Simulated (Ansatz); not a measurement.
Starting cell, HfO₂ (fluorite):

```
CELL_PARAMETERS angstrom
      0.00000     2.54906     2.54906
      2.54906     0.00000     2.54906
      2.54906     2.54906     0.00000
ATOMIC_POSITIONS crystal
  Hf 0.00000 0.00000 0.00000
  O  0.25000 0.25000 0.25000
  O  0.75000 0.75000 0.75000
```

Scan: atom 2 (O, nearest neighbour Hf at 2.208 Å; its periodic images, 3.6 Å or more away, move with it) is displaced along Cartesian [110], direction (0.707, 0.707, 0.000) in Cartesian axes, by s. The other atoms stay.

These are PBE (plane waves to 420 eV, PAW, scalar-relativistic; Ansatz, an electronic-structure program) values and carry that method's errors. k mesh 9×9×9 (Γ-centred), Fermi-Dirac smearing 0.05 eV. Energies are smeared free energies. HfO2 is run without spin polarisation. HfO2 was relaxed with its symmetry unable to fall. Spin-orbit coupling is left out, though Hf is heavy. The PAW data are Ansatz's earlier set. This is a high-temperature form of HfO2. ΔE is measured from the undisplaced structure.

```json
[
 {"s (Å)": "-0.220", "ΔE (meV/cell)": "262.5"},
 {"s (Å)": "-0.176", "ΔE (meV/cell)": "withheld"},
 {"s (Å)": "-0.132", "ΔE (meV/cell)": "92.6"},
 {"s (Å)": "-0.088", "ΔE (meV/cell)": "40.9"},
 {"s (Å)": "-0.044", "ΔE (meV/cell)": "10.2"},
 {"s (Å)": "0.000", "ΔE (meV/cell)": "0.0"},
 {"s (Å)": "0.044", "ΔE (meV/cell)": "10.2"},
 {"s (Å)": "0.088", "ΔE (meV/cell)": "40.9"},
 {"s (Å)": "0.132", "ΔE (meV/cell)": "92.6"},
 {"s (Å)": "0.176", "ΔE (meV/cell)": "withheld"},
 {"s (Å)": "0.220", "ΔE (meV/cell)": "262.5"}
]
```

Fit an even polynomial form (powers 2, 4) to the given rows and predict ΔE at s = -0.176.

Least squares on the 9 given rows: ΔE = (5254)·s² + (3510)·s⁴, in meV/cell with s in Å; root-mean-square residual 0.01 meV/cell. At -0.176 the fit gives 166.1 meV/cell; the calculation gives 166.1 meV/cell, the same to the digits shown. The quadratic term alone would give 162.7 meV/cell.

(For displaced atoms, the force is minus the slope of the energy, and its curvature is a force constant, which sets phonon frequencies.)
